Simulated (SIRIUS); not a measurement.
A self-consistent single point of HfN (I4mm, 2 atoms in the cell; from Materials Project mp-2828, changed as shown).

```
HfN
1.0
    0.00000     2.25586     2.25586
    2.25586     0.00000     2.25586
    2.25586     2.25586     0.00000
Hf N
1 1
Cartesian
  0.00000  -0.04000   0.00000
  2.25586   2.25586   2.25586
```

Method: PBE, SSSP 1.1.2 efficiency PBE pseudopotentials (plane waves; SIRIUS).

SIRIUS settings:

- parameters.ngridk: 13 13 13
- parameters.xc_functionals: [XC_GGA_X_PBE, XC_GGA_C_PBE]
- parameters.gk_cutoff: 8.062 1/bohr
- parameters.pw_cutoff: 25.496 1/bohr
- parameters.shiftk: 1 1 1
- parameters.smearing: fermi_dirac
- parameters.smearing_width: 0.00367493 Ha
- potentials: SSSP 1.1.2 efficiency PBE pseudopotentials
- parameters.electronic_structure_method: pseudopotential
- parameters.num_bands: 13
- parameters.num_mag_dims: 0
- parameters.num_dft_iter: 100
- parameters.energy_tol: 1e-07 Ha
- parameters.density_tol: 1e-06
- mixer.type: broyden2
- mixer.beta: 0.3
- mixer.use_hartree: false

Results:

| Property | Value |
|---|---|
| Number of valence electrons | 17 |
| Number of bands | 13 |
| Number of k-points after the program's reduction | 595 |
| Number of plane waves (most at a k-point) | 1386 |
| Number of SCF iterations | 23 |
| FFT grid | 54 × 54 × 54 |
| Free energy E − TS | -1813.2276 eV |
| Fermi level (on the code's own zero) | 18.86 eV |
| Pressure | 6.10 GPa |
| Largest force (vector length) | 0.478 eV/Å |

Forces (eV/Å):
```
atom     Fx      Fy     Fz
----  -----  ------  -----
Hf1   0.000   0.478  0.000
N2    0.000  -0.478  0.000
```

Stress (GPa, positive for compression):
```
5.89  0.00  0.00
0.00  6.54  0.00
0.00  0.00  5.89
```

For comparison: a first run was changed to give this one (atom 1 moved by -0.04 angstrom along y), and from it to this one the free energy rises by 4.8 meV/atom, the pressure goes from 5.89 to 6.10 GPa and the largest force goes from 0.000 to 0.478 eV/Å.

The structure comes from a collection of computed structures, made at another level of theory; the collection holds predicted forms beside known ones.

Cost on one core: roughly 4 core-minutes.
